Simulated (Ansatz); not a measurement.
Input and output for Yb: DFT, LDA, PAW with Ansatz's default frozen-core files, scalar-relativistic (Ansatz 0.2.0). This run: relaxed.

The cell is entry 9010997 of the Crystallography Open Database, unrelaxed.

Command: `ansatz run input.yaml --threads 4 --pin off --max-ram 10240MiB --backend cpu --events-out ev --progress --plain --runs-dir out` It took 9.6 s on 4 threads of Arm Neoverse V2 (shared host), peak memory 0.41 GiB.

```yaml
crystal:
  lattice:
    - [0.0, 2.7431, 2.7431]
    - [2.7431, 0.0, 2.7431]
    - [2.7431, 2.7431, 0.0]
  atoms:
    - { symbol: Yb, position: [0.0, 0.0, 0.0] }
kpoints:
  mp_grid: { grid: [16, 16, 16] }
scf:
  occupations: { method: fermi_dirac, width: 0.05 }
hamiltonian:
  xc: lda
  pseudopotentials: { kind: paw }
output:
  forces: true
  stress: true
  write_density: true
  write_potential: true
  elf: true
  volumetric_format: npy
relax:
  f_tol: 0.003
  max_steps: 80
  cell: {}
```

Output:

```
Engine: ansatz 0.2.0
Pseudopotentials: kind: paw
Pseudopotential: Yb, paw, valence charge 24, recommended cutoff 420 eV (normal), Yb.paw.azcp
Functional definition: SPW92
  exchange = slater_x
  correlation = pw_c
Crystal: 1 atoms, lattice volume = 41.281 Å³
Basis set: ecut = 420 eV, 869 PW (Γ)
Bands: 16, of which v1, the nominal top of the filled ones, is band 12 counted from 1 (11 counted from 0)
Symmetry: 48 space group operations
Space group: Fm-3m (ITA 225), of the structure as read, at distance tolerance 3.5e-5 Å
k-points: 145 of 4096
Non-local potential: Yb, projectors of the file, l = 0: 3, l = 1: 2, l = 2: 2, l = 3: 3
PAW form: soft (Blöchl's): semilocal exchange-correlation on the pseudo side does not see the compensation charge
PAW frozen core: Yb, regenerated for the run's functional, and the local potential with it (the file was generated under x = pbe(κ = 0.804, μ = 0.2195149727645171), c = pbe(β = 0.06672455060314922))
PAW one-centre angular grid: Yb, 590 points (default); XC on 64 Gauss nodes
Initial density: superposition of atomic densities (neutral atoms: chi_scale 0, normalization atom), corrected by the library's trained network
Initial wavefunctions: pseudopotential atomic-orbital guess
Functional: x = slater, c = lda
SCF iter   1: F=—  HF=-13560.506351 eV  |F-HF|=—  |Δ(HF+E_count)|=         —  Δρ=1.82e-2  dr2=1.16e-1  ethr=1.77e-3  ⟨swp⟩=5.3  Hψ=11740  notcnv=0
preconditioner: auto → Kerker (q_TF=auto, 2.492 Å⁻¹)  [metal: Δε(μ)=0.029 eV  Ē_g=9.753 eV  σ=0.050 eV  W_gap=0.14  n_scr=14 (ndim 8)  ℏωp=27.1 eV  f_vac=0.000  D(μ)=0.93/eV (n_scr^D=8)]
SCF iter   2: F=—  HF=-13560.487037 eV  |F-HF|=—  |Δ(HF+E_count)|=   1.93e-2  Δρ=2.39e-3  dr2=2.84e-3  ethr=4.84e-4  ⟨swp⟩=2.1  Hψ=5412  notcnv=0
SCF iter   3: F=—  HF=-13560.485737 eV  |F-HF|=—  |Δ(HF+E_count)|=   1.30e-3  Δρ=3.33e-3  dr2=6.10e-3  ethr=1.18e-5  ⟨swp⟩=2.0  Hψ=3831  notcnv=0
SCF iter   4: F=—  HF=-13560.484299 eV  |F-HF|=—  |Δ(HF+E_count)|=   1.44e-3  Δρ=6.71e-4  dr2=2.94e-4  ethr=1.18e-5  ⟨swp⟩=2.0  Hψ=3531  notcnv=0
SCF iter   5: F=—  HF=-13560.484344 eV  |F-HF|=—  |Δ(HF+E_count)|=   4.53e-5  Δρ=4.62e-4  dr2=1.62e-4  ethr=1.22e-6  ⟨swp⟩=1.2  Hψ=2395  notcnv=0
SCF iter   6: F=—  HF=-13560.484331 eV  |F-HF|=—  |Δ(HF+E_count)|=   1.32e-5  Δρ=1.51e-4  dr2=1.58e-5  ethr=6.77e-7  ⟨swp⟩=2.0  Hψ=3585  notcnv=0
SCF iter   7: F=—  HF=-13560.484326 eV  |F-HF|=—  |Δ(HF+E_count)|=   5.12e-6  Δρ=4.17e-5  dr2=7.83e-7  ethr=6.57e-8  ⟨swp⟩=2.0  Hψ=3655  notcnv=0
SCF iter   8: F=—  HF=-13560.484326 eV  |F-HF|=—  |Δ(HF+E_count)|=   8.02e-8  Δρ=3.51e-5  dr2=4.57e-7  ethr=3.26e-9  ⟨swp⟩=2.2  Hψ=3575  notcnv=0
SCF iter   9: F=-13560.484326 eV  HF=-13560.484326 eV  |F-HF|=5.43e-9  |Δ(HF+E_count)|=   4.30e-8  Δρ=4.87e-6  dr2=8.45e-9  ethr=4.17e-10  ⟨swp⟩=8.9  Hψ=17437  notcnv=0
SCF 1 converged in 9 iterations: F = -13560.484326 eV  dr2 = 8.45e-9
  greatest PAW one-centre occupation: 0.997 electrons in one spin orbital (limit 2), on the Yb atom at site 0 (counted from 0), in its partial waves of l = 0
relax step   1: F+E_penalty+E_count = -13560.48432612 eV  Δ(F+E_penalty+E_count) = +0.000e0 eV  max|allowed force component| = 0.000e0 eV/Å  Δτ_max = 0.0000 Å  P = -4.461 GPa  Ω = 41.281 Å³  (9 SCF iters, dr2 threshold 1.00e-7 eV, accepted)
Crystal: 1 atoms, lattice volume = 36.803 Å³
Basis set: ecut = 420 eV, 725 PW (Γ)
Initial density: handed on by an earlier stage of this run
Initial wavefunctions: those handed on with the density
iter 1 solved again at ethr=7.42e-4 eV; its pass at ethr=3.10e-3 eV (dr2=1.78e-1 eV) is discarded
SCF iter   1: F=—  HF=-13560.612961 eV  |F-HF|=—  |Δ(HF+E_count)|=         —  Δρ=2.47e-2  dr2=1.77e-1  ethr=7.42e-4  ⟨swp⟩=1.3  Hψ=17202  notcnv=0
preconditioner: auto → Kerker (q_TF=auto, 2.541 Å⁻¹)  [metal: Δε(μ)=0.015 eV  Ē_g=9.645 eV  σ=0.050 eV  W_gap=0.07  n_scr=14 (ndim 8)  ℏωp=28.7 eV  f_vac=0.000  D(μ)=2.11/eV (n_scr^D=14)]
SCF iter   2: F=—  HF=-13560.603210 eV  |F-HF|=—  |Δ(HF+E_count)|=   9.75e-3  Δρ=1.27e-2  dr2=4.79e-2  ethr=7.36e-4  ⟨swp⟩=1.6  Hψ=2664  notcnv=0
SCF iter   3: F=—  HF=-13560.599705 eV  |F-HF|=—  |Δ(HF+E_count)|=   3.51e-3  Δρ=3.39e-3  dr2=4.05e-3  ethr=2.00e-4  ⟨swp⟩=1.9  Hψ=3419  notcnv=0
SCF iter   4: F=—  HF=-13560.599200 eV  |F-HF|=—  |Δ(HF+E_count)|=   5.05e-4  Δρ=1.04e-3  dr2=1.76e-4  ethr=1.69e-5  ⟨swp⟩=1.9  Hψ=3394  notcnv=0
SCF iter   5: F=—  HF=-13560.599290 eV  |F-HF|=—  |Δ(HF+E_count)|=   8.95e-5  Δρ=2.21e-4  dr2=2.92e-5  ethr=7.32e-7  ⟨swp⟩=2.1  Hψ=4422  notcnv=0
SCF iter   6: F=—  HF=-13560.599295 eV  |F-HF|=—  |Δ(HF+E_count)|=   5.64e-6  Δρ=2.29e-4  dr2=2.27e-5  ethr=1.22e-7  ⟨swp⟩=1.6  Hψ=2550  notcnv=0
SCF iter   7: F=—  HF=-13560.599292 eV  |F-HF|=—  |Δ(HF+E_count)|=   2.90e-6  Δρ=3.53e-5  dr2=4.35e-7  ethr=9.45e-8  ⟨swp⟩=1.2  Hψ=2512  notcnv=0
SCF iter   8: F=-13560.599292 eV  HF=-13560.599293 eV  |F-HF|=2.24e-8  |Δ(HF+E_count)|=   9.70e-8  Δρ=7.43e-6  dr2=2.24e-8  ethr=4.17e-10  ⟨swp⟩=10.5  Hψ=18991  notcnv=0
SCF 2 converged in 8 iterations: F = -13560.599292 eV  dr2 = 2.24e-8
relax step   2: F+E_penalty+E_count = -13560.59929250 eV  Δ(F+E_penalty+E_count) = -1.150e-1 eV  max|allowed force component| = 0.000e0 eV/Å  Δτ_max = 0.0000 Å  P = -3.531 GPa  Ω = 36.803 Å³  energy of the carried Pulay correction = +1.586e-3 eV  (8 SCF iters, dr2 threshold 1.00e-7 eV, accepted)
Crystal: 1 atoms, lattice volume = 31.489 Å³
Basis set: ecut = 420 eV, 609 PW (Γ)
SCF iter   1: F=—  HF=-13560.744511 eV  |F-HF|=—  |Δ(HF+E_count)|=         —  Δρ=6.45e-2  dr2=1.02e0  ethr=3.10e-3  ⟨swp⟩=4.8  Hψ=12955  notcnv=0
preconditioner: auto → Kerker (q_TF=auto, 2.608 Å⁻¹)  [metal: Δε(μ)=0.011 eV  Ē_g=9.862 eV  σ=0.050 eV  W_gap=0.06  n_scr=14 (ndim 8)  ℏωp=31.0 eV  f_vac=0.000  D(μ)=3.92/eV (n_scr^D=58)]
SCF iter   2: F=—  HF=-13560.701697 eV  |F-HF|=—  |Δ(HF+E_count)|=   4.28e-2  Δρ=3.17e-2  dr2=2.56e-1  ethr=3.10e-3  ⟨swp⟩=1.1  Hψ=3490  notcnv=0
SCF iter   3: F=—  HF=-13560.688184 eV  |F-HF|=—  |Δ(HF+E_count)|=   1.35e-2  Δρ=1.06e-2  dr2=3.24e-2  ethr=1.07e-3  ⟨swp⟩=1.2  Hψ=2355  notcnv=0
SCF iter   4: F=—  HF=-13560.685158 eV  |F-HF|=—  |Δ(HF+E_count)|=   3.03e-3  Δρ=1.57e-3  dr2=1.06e-3  ethr=1.35e-4  ⟨swp⟩=1.9  Hψ=2498  notcnv=0
[... lines left out ...]
iter 1 solved again at ethr=1.71e-8 eV; its pass at ethr=3.10e-3 eV (dr2=4.09e-6 eV) is discarded
SCF iter   1: F=—  HF=-13560.691446 eV  |F-HF|=—  |Δ(HF+E_count)|=         —  Δρ=8.23e-6  dr2=1.59e-8  ethr=1.71e-8  ⟨swp⟩=5.2  Hψ=22153  notcnv=0
preconditioner: auto → Kerker (q_TF=auto, 2.634 Å⁻¹)  [metal: Δε(μ)=0.026 eV  Ē_g=10.206 eV  σ=0.050 eV  W_gap=0.13  n_scr=14 (ndim 8)  ℏωp=32.0 eV  f_vac=0.000  D(μ)=1.29/eV (n_scr^D=14)]
SCF iter   2: F=—  HF=-13560.691446 eV  |F-HF|=—  |Δ(HF+E_count)|=   3.07e-7  Δρ=8.23e-6  dr2=2.09e-8  ethr=6.64e-11  ⟨swp⟩=2.6  Hψ=4438  notcnv=0
SCF iter   3: F=—  HF=-13560.691446 eV  |F-HF|=—  |Δ(HF+E_count)|=   8.33e-9  Δρ=2.16e-6  dr2=2.22e-9  ethr=6.64e-11  ⟨swp⟩=2.0  Hψ=3410  notcnv=0
SCF iter   4: F=—  HF=-13560.691446 eV  |F-HF|=—  |Δ(HF+E_count)|=  8.69e-10  Δρ=1.02e-6  dr2=4.17e-10  ethr=9.26e-12  ⟨swp⟩=2.2  Hψ=4113  notcnv=0
SCF iter   5: F=—  HF=-13560.691446 eV  |F-HF|=—  |Δ(HF+E_count)|=  1.64e-11  Δρ=2.94e-7  dr2=2.96e-11  ethr=1.74e-12  ⟨swp⟩=1.0  Hψ=2353  notcnv=0
SCF iter   6: F=-13560.691446 eV  HF=-13560.691446 eV  |F-HF|=3.64e-12  |Δ(HF+E_count)|=  7.28e-12  Δρ=3.83e-8  dr2=5.17e-13  ethr=1.00e-12  ⟨swp⟩=6.8  Hψ=12401  notcnv=0
SCF 8 converged in 6 iterations: F = -13560.691446 eV  dr2 = 5.17e-13
relax step   8: F+E_penalty+E_count = -13560.69144587 eV  Δ(F+E_penalty+E_count) = +4.390e-5 eV  max|allowed force component| = 0.000e0 eV/Å  Δτ_max = 0.0000 Å  P = -0.008 GPa  Ω = 29.672 Å³  stress off target by 7.87e-3 GPa  SCF on the basis re-selected at this cell (its energy is not comparable with the rows above)  (6 SCF iters)
basis re-selected at this cell: Δ(F+E_penalty+E_count) = +4.390e-5 eV, ΔP = -0.001 GPa vs the last step (what re-selecting the basis moved, of the pressure what is left beyond the Pulay correction that the steps carried, after the strain that the cell walked since its last selection, with what the two solves' SCF thresholds leave and, on support functions, any second-order correction that the steps lacked; it is no measure of the basis error at this ecutwfc). This SCF's stress stands 7.87e-3 GPa from its target on what of the cell is left free (relax.cell.stress_tol is 5.00e-2 GPa) and its largest allowed force component is 0.00e0 eV/Å (relax.f_tol is 3.00e-3 eV/Å): within both
SCF converged after 6 iterations
Free energy (F): -13560.691446 eV
Harris-Foulkes:  -13560.691446 eV  (|F-HF|=3.64e-12)
Internal energy: -13560.679382 eV  (E = F + TS)
E sigma→0 (E₀):  -13560.685414 eV
Entropy (-TS):   -0.012064 eV (-12.064 meV/atom)
Fermi energy:    12.867028 eV
--- Per-component energies (eV) ---
  E_band       = 53.347465
  E_kinetic    = 358.661041
  E_local      = -5883.814497  (includes V_loc(G=0)·N_el)
  E_nonlocal   = 555.673988
  E_hartree    = 2556.865802
  E_xc         = -163.073083
  E_vxc        = -204.493046  (∫ρ·V_xc dr)
  E_paw        = -7118.170941  (= ΣΔE_a)
  E_vpaw       = 113.588381  (= ΣTr[D̂ρ^β])
  E_aug_tail   = 0.000002  (compensation charges beyond the density's cutoff)
  E_ewald      = -3869.005459
  E_core_change = 2.183765  (= ΣΔE_core)
  E_smearing   = -0.012064  (= −TS)
  E_closure    = -0.000000  (closes the sum)
  Σ components = -13560.691446   (vs F -13560.691446, Δ=0.00e0)
--- Forces (eV/Å), atoms counted from 1 ---
  atom   1  Yb    -0.00000000     0.00000000     0.00000000
  max |Σ_I F_I| component: 8.22e-31 eV/Å
--- Stress (GPa, compression-positive) ---
       -0.007866       0.000000      -0.000000
       -0.000000      -0.007866       0.000000
       -0.000000       0.000000      -0.007866
  P = ⅓ Tr σ = -0.0079 GPa (-0.079 kbar)
--- Band table (eV; the first three rows and the last of 145) ---
  k-point 0: bands = ["-38.6015", "-10.6557", "-10.6557", "-10.6557", "7.3336", "12.2621", "12.4011", "12.4011", "12.4011", "12.5531", "12.5531", "12.5531", "15.8538", "15.8538", "15.8538", "18.4250"]
  k-point 1: bands = ["-38.6000", "-10.6819", "-10.6589", "-10.6589", "7.4465", "12.2627", "12.3986", "12.4041", "12.4041", "12.5451", "12.5451", "12.5533", "15.7178", "15.9141", "15.9141", "18.3516"]
  k-point 2: bands = ["-38.5956", "-10.7559", "-10.6682", "-10.6682", "7.7751", "12.2652", "12.3917", "12.4128", "12.4128", "12.5242", "12.5242", "12.5538", "15.3707", "16.0621", "16.0621", "18.1980"]
  k-point 144: bands = ["-38.5473", "-11.0764", "-11.0764", "-10.8955", "12.2625", "12.3501", "12.4047", "12.4047", "12.4423", "12.4423", "12.4824", "12.8236", "13.8604", "13.8604", "16.2953", "20.9601"]
--- Relaxed structure (6 steps of the walk, 6 accepted, 2 SCFs on fresh bases) ---
  F+E_penalty+E_count = -13560.69144587 eV   max|allowed force component| = 0.000e0 eV/Å   (the final SCF, on the basis selected at the relaxed cell)
  cell:  # Å, volume = 29.6725 Å³
    - [2.324763478593321e-34, 2.4572040632242613, 2.4572040632242613]
    - [2.4572040632242613, 9.553823703208662e-36, 2.4572040632242613]
    - [2.4572040632242613, 2.4572040632242613, -5.923369988241121e-34]
  atoms:
    - { symbol: Yb, position: [0.0, 0.0, 0.0] }
```

Next run, as changes to the input before:

```diff
   lattice:
-    - [0.0, 2.7431, 2.7431]
-    - [2.7431, 0.0, 2.7431]
-    - [2.7431, 2.7431, 0.0]
+    - [0.0, 2.4572040632, 2.4572040632]
+    - [2.4572040632, 0.0, 2.4572040632]
+    - [2.4572040632, 2.4572040632, 0.0]
   atoms:
   stress: true
-  write_density: true
-  write_potential: true
-  elf: true
-  volumetric_format: npy
-relax:
-  f_tol: 0.003
-  max_steps: 80
-  cell: {}
+  eigenvalues: true
```

Command: `ansatz run input.yaml --threads 4 --pin off --max-ram 10240MiB --backend cpu --events-out ev --progress --plain --runs-dir out`

Results part of the output:

```
SCF 1 converged in 9 iterations: F = -13560.691446 eV  dr2 = 6.77e-9
  greatest PAW one-centre occupation: 0.997 electrons in one spin orbital (limit 2), on the Yb atom at site 0 (counted from 0), in its partial waves of l = 0
SCF converged after 9 iterations
Free energy (F): -13560.691446 eV
Harris-Foulkes:  -13560.691446 eV  (|F-HF|=8.13e-9)
Internal energy: -13560.679380 eV  (E = F + TS)
E sigma→0 (E₀):  -13560.685413 eV
Entropy (-TS):   -0.012066 eV (-12.066 meV/atom)
Fermi energy:    12.867046 eV
--- Per-component energies (eV) ---
  E_band       = 53.348315
  E_kinetic    = 358.661318
  E_local      = -5883.805746  (includes V_loc(G=0)·N_el)
  E_nonlocal   = 555.672998
  E_hartree    = 2556.858377
  E_xc         = -163.073302
  E_vxc        = -204.493333  (∫ρ·V_xc dr)
  E_paw        = -7118.171332  (= ΣΔE_a)
  E_vpaw       = 113.588579  (= ΣTr[D̂ρ^β])
  E_aug_tail   = 0.000002  (compensation charges beyond the density's cutoff)
  E_ewald      = -3869.005459
  E_core_change = 2.183765  (= ΣΔE_core)
  E_smearing   = -0.012066  (= −TS)
  E_closure    = 0.000000  (closes the sum)
  Σ components = -13560.691446   (vs F -13560.691446, Δ=0.00e0)
--- Forces (eV/Å), atoms counted from 1 ---
  atom   1  Yb    -0.00000000     0.00000000    -0.00000000
  max |Σ_I F_I| component: 3.04e-31 eV/Å
--- Stress (GPa, compression-positive) ---
       -0.008414      -0.000000       0.000000
       -0.000000      -0.008414      -0.000000
        0.000000       0.000000      -0.008414
  P = ⅓ Tr σ = -0.0084 GPa (-0.084 kbar)
--- Band table (eV; the first three rows and the last of 145) ---
  k-point 0: bands = ["-38.6015", "-10.6556", "-10.6556", "-10.6556", "7.3336", "12.2621", "12.4012", "12.4012", "12.4012", "12.5531", "12.5531", "12.5531", "15.8538", "15.8538", "15.8538", "18.4250"]
  k-point 1: bands = ["-38.5999", "-10.6819", "-10.6589", "-10.6589", "7.4465", "12.2627", "12.3987", "12.4042", "12.4042", "12.5451", "12.5451", "12.5533", "15.7178", "15.9141", "15.9141", "18.3516"]
  k-point 2: bands = ["-38.5955", "-10.7559", "-10.6682", "-10.6682", "7.7751", "12.2653", "12.3917", "12.4129", "12.4129", "12.5243", "12.5243", "12.5539", "15.3707", "16.0621", "16.0621", "18.1980"]
  k-point 144: bands = ["-38.5473", "-11.0764", "-11.0764", "-10.8955", "12.2626", "12.3501", "12.4048", "12.4048", "12.4423", "12.4423", "12.4824", "12.8236", "13.8604", "13.8604", "16.2953", "20.9601"]
```

Spin–orbit coupling is left out, which matters for the heavy atoms. The PAW files were made under PBE.
